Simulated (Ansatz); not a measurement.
The start is a relaxed NbRu cell displaced along its unstable phonon at q = Γ (124i cm⁻¹), largest move 0.15 Å. The cell and all atomic positions are relaxed at zero pressure with PBE (plane waves to 420 eV, PAW, scalar-relativistic; Ansatz, a first-principles code). The first steps use a coarse 11×11×4 k-mesh.

Initial structure:
```
CELL_PARAMETERS angstrom
      2.97667     0.00000     0.00000
      0.00000     2.97667     0.00000
      0.00000     0.00000     8.16769
ATOMIC_POSITIONS crystal
  Ru 0.00000 0.48621 0.00000
  Ru 0.50000 0.05039 0.50000
  Nb 0.00000 0.98009 0.25000
  Nb 0.00000 0.98009 0.75000
```

Which atoms feel the largest initial force, and how large is it?

0.81 eV/Å, on Ru2 (atoms numbered as listed).

By how much does the energy per atom fall from start to end?

0.45 eV/atom.

How does the volume per atom move from start to end?

-7.4 %, from 18.09 to 16.75 Å³/atom.

Does it find its way back to the structure it was made from?

It does not go back: it reaches Pmmm (No. 47), 0.47 eV/atom below the parent.

How do the shortest distances between atoms change?

The closest pairs of elements (up to four, under 3.6 Å), start → end: Nb–Ru 2.52 → 2.58 Å; Ru–Ru 2.98 → 2.87 Å; Nb–Nb 2.98 → 2.87 Å.

Is the relaxed structure metallic? Give its gap.

Zero (metallic).

Write out the relaxed structure.


Space group Pmmm (No. 47); a = 2.875 Å, b = 2.997 Å, c = 7.779 Å, α = β = γ = 90.00°

```tsv
atom	site	symmetry	x	y	z
Ru	1a	mmm	0.0000	0.0000	0.0000
Ru	1d	mmm	0.5000	0.0000	0.5000
Nb	2r	mm2	0.0000	0.5000	0.2703
```

Final values are on a 16×15×6 k-mesh of the relaxed cell. No spin polarisation in the result.

The run could not lose the symmetry of its start: the end is stationary, and may be a saddle point rather than a minimum.

The relaxed structure here is a generated cell of NbRu: the first start was made by placing the elements on the sites of a structure type, and the end was not matched to a known phase here, so it may be hypothetical.
